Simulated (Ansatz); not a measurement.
## Relaxing a structure of SrO

The start is a generated cell, SrO placed in the rocksalt structure type. Cell shape, volume and atoms are optimised at zero target pressure with PBEsol (plane waves to 420 eV, PAW, scalar-relativistic; Ansatz, a quantum-chemistry and plane-wave program). The first steps use a coarse 8×8×8 k-mesh.

Input geometry:
```
SrO
1.0
    0.00000     2.47567     2.47567
    2.47567     0.00000     2.47567
    2.47567     2.47567     0.00000
O Sr
1 1
Direct
  0.00000   0.00000   0.00000
  0.50000   0.50000   0.50000
```

Q: How large is the pressure on the unrelaxed cell, and of which sign?

A: +12.0 GPa (positive: the cell is compressed).

Q: How does the volume per atom move from start to end?

A: +10.7 %, from 15.17 to 16.80 Å³/atom.

Q: How do the shortest distances between atoms change?

A: The closest pairs of elements (up to four, under 3.6 Å), start → end: O–Sr 2.48 → 2.56 Å; O–O 3.50 → 3.62 Å; Sr–Sr 3.50 → 3.62 Å.

Q: Is the relaxed structure metallic? Give its gap.

A: 3.20 eV, indirect (valence top at Γ, conduction bottom at X) (no spin-orbit coupling).

Q: Give the final cell and atomic positions.

A: 
Space group Fm-3m (No. 225); a = b = c = 5.1222 Å, α = β = γ = 90.00°

| atom | site | symmetry | x | y | z |
|---|---|---|---|---|---|
| O | 4a | m-3m | 0.0000 | 0.0000 | 0.0000 |
| Sr | 4b | m-3m | 0.5000 | 0.5000 | 0.5000 |
(The calculation used a cell of 2 atoms; values per cell refer to that cell.)

The space group stays Fm-3m (No. 225) (the run could not lower it); the end is rock salt type, with 2 atoms in the primitive cell. Final values are on a 11×11×11 k-mesh of the relaxed cell. No spin polarisation in the result.

The run could not lose the symmetry of its start; a randomly shaken copy of 2 atoms returns to this structure.

All atoms sit on sites fixed by symmetry, so only the cell could relax.
